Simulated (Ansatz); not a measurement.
Computed with Ansatz, DFT PBE, scalar-relativistic, plane waves, PAW. All cells share a 420 eV cutoff and Γ-centred k meshes spaced at most about 0.3 Å⁻¹ (about 0.25 or finer for metals, 2π included). No spin polarisation in the final relaxations.

Temperature and zero-point effects are left out.

Compare these two cells of ScAl2Sb2As, each relaxed at this level.

A.

```yaml
crystal:
  lattice:
    - [3.20141, -4.63621, 0.00000]
    - [3.20141, 4.63621, 0.00000]
    - [0.00000, 0.00000, 5.14429]
  atoms:
    - { symbol: Sc, position: [0.00000, 0.00000, 0.50000] }
    - { symbol: Al, position: [0.64888, 0.35112, 0.50000] }
    - { symbol: Al, position: [0.35112, 0.64888, 0.50000] }
    - { symbol: Sb, position: [0.00000, 0.50000, 0.00000] }
    - { symbol: Sb, position: [0.50000, 0.00000, 0.00000] }
    - { symbol: As, position: [0.00000, 0.00000, 0.00000] }
```

B.

```yaml
crystal:
  lattice:
    - [3.91986, -4.84615, 0.00000]
    - [3.91986, 4.84615, 0.00000]
    - [0.00000, 0.00000, 4.10729]
  atoms:
    - { symbol: Sc, position: [0.00000, 0.00000, 0.00000] }
    - { symbol: Al, position: [0.50000, 0.00000, 0.50000] }
    - { symbol: Al, position: [0.00000, 0.50000, 0.50000] }
    - { symbol: Sb, position: [0.71025, 0.28975, 0.00000] }
    - { symbol: Sb, position: [0.28975, 0.71025, 0.00000] }
    - { symbol: As, position: [0.50000, 0.50000, 0.50000] }
```

Task: Which form is favoured at zero pressure, and by what margin per atom?

Result: A is lower, by 169 meV/atom. A has space group Cmmm (No. 65), 25.5 Å³/atom and no gap on its mesh; B has space group Cmmm (No. 65), 26.0 Å³/atom and no gap. Counting As or Sb atoms around Al and Sc (for each partner element, those within 1.25 times its shortest distance or 1.15 times the sum of covalent radii, where it is the nearest in units of that sum or under 1.3; a plus sign parts groups by distance over the sum of covalent radii; the shortest distance is added where it exceeds 1.18 times the sum of covalent radii), A has Sc 2+8, Al 4 from 3.2 Å and B has Sc 2, Al 4+2. Even the lower one lies +0.11 eV/atom against the reference forms of the elements (uncorrected), so neither is stable at this level. Both come from invented guesses. A third cell relaxed alike, in P-3m1, lies 214 meV/atom below the lower of the two.

These runs have no spin–orbit coupling, which can matter for Sb. Cells relaxed within their symmetry can be saddle points.
